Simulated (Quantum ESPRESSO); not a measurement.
## One change at a time to Au5TaTi2

These are calculations, not measurements. They come from Quantum ESPRESSO 7.5, a public plane-wave density functional program. Each row is one single-point run on a made-up periodic cell of eight metal atoms, with elements, volume, strain and displacements drawn at random and not relaxed, so a cell may be unstable or far from any real phase. There is no spin polarisation or spin-orbit coupling.

Settings: PBE unless stated; PseudoDojo standard norm-conserving files; Fermi-Dirac width 0.25 eV, which means electrons at about 2900 K; cutoff 1143 eV; 5 x 5 x 4 k mesh shifted half a step off Gamma. E is the free energy of the whole cell (internal energy minus TS), so a -TS column is already part of it. Stress is positive in tension, and the pressure P is minus a third of its trace.

Checks: one run of this series was repeated at a higher cutoff and on a denser mesh, which moved values by no more than 0.002 eV, 0.09 GPa and 0.005 eV/Å, and a second program with other atomic files agreed on it to 2 % rms in force and 0.5 GPa in pressure. Known limits: heavy elements are run without spin-orbit coupling, which real alloys of them have; a spin test at this wide smearing found no moment, but such smearing suppresses magnetism that the real alloy may have.

The lattice is face-centred cubic, and the cell vectors in Å are (1.927, 4.108, 1.972); (2.018, -4.158, 1.980); (4.048, -0.041, -4.055), a volume of 132.22 Å³ in run 1. The elements on sites 1 to 8 are Au Au Ti Au Ta Au Ti Au. Each later run makes one change to run 1 and keeps the rest. E is counted from run 1, and is n/a where other atomic files have another zero of energy.

```
run,change,V (Å³),P (GPa),-TS (eV),rms force (eV/Å),largest change of a force component (eV/Å),E (eV)
1,none,132.22,11.61,-1.444,0.650,0.000,0.000
2,sites 1 and 3 exchanged,132.22,11.83,-1.446,0.591,0.976,-0.046
3,all lengths scaled by +0.88 %,135.75,6.60,-1.480,0.595,0.120,?
4,LDA in place of PBE,132.22,-1.29,-1.455,0.583,0.157,n/a
5,Sc on site 6,132.22,14.14,-1.566,0.570,0.567,n/a
6,site 1 moved by -0.25 Å along x,132.22,12.41,-1.443,0.822,2.140,0.273
```

## Worked estimate

Along a uniform scaling dE = -P dV. The mean of the two pressures is 9.105 GPa and the volume changes by 3.53 Å³, with 160.2 GPa to one eV/Å³. The same two rows give -V dP/dV = 190 GPa for this cell with clamped atoms, which is not the bulk modulus of a real alloy.

## Withheld value

Question: what E should run 3 give?

The estimate is -0.201 eV. The calculation gave -0.199 eV.
